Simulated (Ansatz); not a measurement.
## SiGe, first-principles data

SiGe:
```yaml
crystal:
  lattice:
    - [3.91890, 0.00000, 0.00000]
    - [-1.95945, 3.39386, 0.00000]
    - [0.00000, 0.00000, 12.85040]
  atoms:
    - { symbol: Ge, position: [0.00000, 0.00000, 0.99971] }
    - { symbol: Ge, position: [0.00000, 0.00000, 0.49971] }
    - { symbol: Ge, position: [0.66667, 0.33333, 0.75055] }
    - { symbol: Ge, position: [0.33333, 0.66667, 0.25055] }
    - { symbol: Si, position: [0.00000, 0.00000, 0.81306] }
    - { symbol: Si, position: [0.00000, 0.00000, 0.31306] }
    - { symbol: Si, position: [0.66667, 0.33333, 0.56230] }
    - { symbol: Si, position: [0.33333, 0.66667, 0.06230] }
```

Space group P6_3mc (No. 186); conventional cell a = 3.9189 Å, b = 3.9189 Å, c = 12.8504 Å, α = 90.00°, β = 90.00°, γ = 120.00°.

Method: HSE06 (plane waves, PAW; program Ansatz). The cell and atoms are relaxed at this level. Other levels are named where they apply.

**Cell and energy**

* **Volume per atom**: 21.36 Å³
* **Density**: 3.91 g/cm³

**Electronic structure**

- Band gap: 1.07 eV (indirect)
- Valence-band maximum: at Γ
- Conduction-band minimum: off the standard path, at k = (0.000, 0.427, 0.133) in fractions of the reciprocal vectors
- Smallest direct gap on the standard path: 1.29 eV

**Mechanics**

Bulk modulus (Birch–Murnaghan fit): 853 kbar
Pressure derivative B′: 4.4

**Charges**

- Bader charges: Ge -0.28, Si +0.27 to +0.29 e

A made-up cell: these elements were put on the sites of a structure type; the Crystallography Open Database copy checked does not list it. Its standing as an ambient phase is unchecked. Symmetry was held in the HSE06 relaxation; whether a distortion lowers the energy is not shown. The hybrid was solved on a coarse mesh, the path and, where they were found, the r²SCAN edge points; its band edges are the extreme levels among these. Scalar-relativistic: spin–orbit coupling is off unless named, which matters more the heavier the elements.

Potentials: the later of the program's two PAW sets.
